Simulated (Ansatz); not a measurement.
The relaxed structure here is a generated cell of CsSnI3: the first start was made by placing the elements on the sites of a structure type, and the end was not matched to a known phase here, so it may be hypothetical. Known forms of CsSnI3 include space group No. 62, 221.

A relaxed structure of CsSnI$_{3}$. Space group R-3 (No. 148), AFLOW prototype AB3C_hR10_148_c_f_c (as in TiFeO3). These are PBE (plane waves to 420 eV, PAW, scalar-relativistic; Ansatz, a program for electronic structure) values and carry that method's errors.

```cif
data_Cs6I18Sn6
_chemical_formula_sum 'Sn6 I18 Cs6'
_space_group_name_H-M_alt 'R-3 :H'
_space_group_IT_number 148
_space_group_name_Hall '-R 3'
_cell_length_a 8.69427
_cell_length_b 8.69427
_cell_length_c 25.31719
_cell_angle_alpha 90.000
_cell_angle_beta 90.000
_cell_angle_gamma 120.000
loop_
_atom_site_label
_atom_site_type_symbol
_atom_site_symmetry_multiplicity
_atom_site_Wyckoff_symbol
_atom_site_fract_x
_atom_site_fract_y
_atom_site_fract_z
_atom_site_occupancy
Sn1 Sn 6 c 0.00000 0.00000 0.32669 1
I1 I 18 f 0.41607 0.01756 0.07681 1
Cs1 Cs 6 c 0.00000 0.00000 0.13460 1
```
(The calculation used a cell of 10 atoms; values per cell refer to that cell.)

```json
{
  "volume_per_atom": "55.24 Å³",
  "band_gap": "2.63 eV, indirect (valence top at F, conduction bottom at T) (no spin-orbit coupling)",
  "smallest_direct_gap": "2.84 eV at T",
  "shortest_distances": "I–Sn 3.08 Å",
  "k-mesh": "5×5×5"
}
```

Band energies at high-symmetry points (eV from the VBM; labels of this space group; no spin-orbit coupling), from −5 eV up to 5.8 eV:

| point | energies |
|---|---|
| Γ | -2.58 -2.22 -2.22 -2.01 -2.01 -1.14 -1.14 -1.08 -0.96 -0.96 -0.90 -0.88 -0.72 -0.72 -0.69 -0.69 -0.45 -0.12 2.78 3.13 3.13 3.55 3.55 3.99 4.33 5.23 5.44 5.44 5.69 |
| T | -2.59 -2.29 -2.29 -1.95 -1.95 -1.32 -1.23 -1.23 -0.94 -0.94 -0.86 -0.83 -0.70 -0.70 -0.63 -0.63 -0.27 -0.22 2.63 3.28 3.28 3.47 3.47 4.24 4.85 5.19 5.40 5.40 5.75 5.75 |
| H2 | -2.40 -2.27 -2.20 -2.01 -1.79 -1.72 -1.33 -1.16 -1.07 -1.01 -0.97 -0.86 -0.84 -0.77 -0.68 -0.66 -0.04 -0.03 2.99 3.14 3.37 3.46 3.68 3.82 4.87 5.20 5.29 5.51 5.63 |
| H0 | -2.40 -2.27 -2.20 -2.01 -1.79 -1.72 -1.33 -1.16 -1.07 -1.01 -0.97 -0.86 -0.84 -0.77 -0.68 -0.66 -0.04 -0.03 2.99 3.14 3.37 3.46 3.68 3.82 4.87 5.20 5.29 5.51 5.63 |
| L | -2.49 -2.23 -2.12 -2.05 -1.98 -1.54 -1.34 -1.27 -1.00 -1.00 -0.88 -0.86 -0.80 -0.77 -0.65 -0.65 -0.05 -0.04 3.03 3.21 3.33 3.36 3.50 3.75 5.00 5.08 5.33 5.38 5.66 5.78 |
| S0 | -2.37 -2.28 -2.24 -1.95 -1.82 -1.75 -1.36 -1.14 -1.03 -1.00 -0.95 -0.88 -0.85 -0.78 -0.71 -0.65 -0.03 -0.01 2.99 3.13 3.39 3.45 3.70 3.77 4.86 5.22 5.30 5.48 5.63 |
| S2 | -2.37 -2.28 -2.24 -1.95 -1.82 -1.75 -1.36 -1.14 -1.03 -1.00 -0.95 -0.88 -0.85 -0.78 -0.71 -0.65 -0.03 -0.01 2.99 3.13 3.39 3.45 3.70 3.77 4.86 5.22 5.30 5.48 5.63 |
| F | -2.41 -2.23 -2.12 -2.05 -1.94 -1.53 -1.32 -1.19 -1.18 -0.95 -0.94 -0.88 -0.85 -0.80 -0.65 -0.61 -0.13 0.00 3.00 3.30 3.30 3.36 3.64 3.98 4.86 5.11 5.25 5.50 5.71 |

No spin polarisation in the result. Without spin-orbit coupling the bands of the heavy element are not split, so the gap can be far off.

The run could not lose the symmetry of its start: the end is stationary, and may be a saddle point rather than a minimum.
